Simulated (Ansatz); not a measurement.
This guess for CdHg2Se3 is about to be relaxed.

```
Cd Hg Se
1.0
    -2.12498    2.12498    9.01553
     2.12498   -2.12498    9.01553
     2.12498    2.12498   -9.01553
Cd Hg Se
1 2 3
Direct
  0.50000 0.50000 0.00000
  0.83333 0.83333 0.00000
  0.16667 0.16667 0.00000
  0.25000 0.75000 0.50000
  0.58333 0.08333 0.50000
  0.91667 0.41667 0.50000
```

The calculation used DFT PBE, scalar-relativistic, plane waves, PAW (Ansatz 0.2.0). Cutoff 420 eV, Gaussian smearing, Γ-centred meshes. Cell and atoms relax first on a coarse mesh and then on a finer one. In between, the cell is made exact in the group found at 0.06 Å. In metals the finer mesh still leaves noise of several meV/atom or more. The steps can't lower the symmetry of their start. No spin polarisation.

A guess keeps its type if space group and coordination stay and the shape of the cell changes little (axis ratios within about 15 %, angles within 6°); the volume may change.

Question: Does it keep its structure type, or change into something else?

Answer: It keeps its type. The symmetry stays I-4m2 (No. 119). The volume per atom grows by 11.9 %, from 27.1 to 30.4 Å³. The shortest distance goes from 2.60 Å (Cd–Se and Hg–Se) to 2.69 Å (Cd–Se). The ratio c/a of the conventional cell changes by a factor of 1.00. Counting neighbours within 15 % of an atom's shortest distance, the start has Cd 4, Hg 4, Se 4 and the end Cd 4, Hg 4, Se 4.

The last run used a 12×12×12 mesh for its 6-atom cell and Gaussian smearing of 0.10 eV. Spin–orbit coupling, which can matter for Hg, is left out. A structure relaxed within its symmetry needn't be a true minimum.
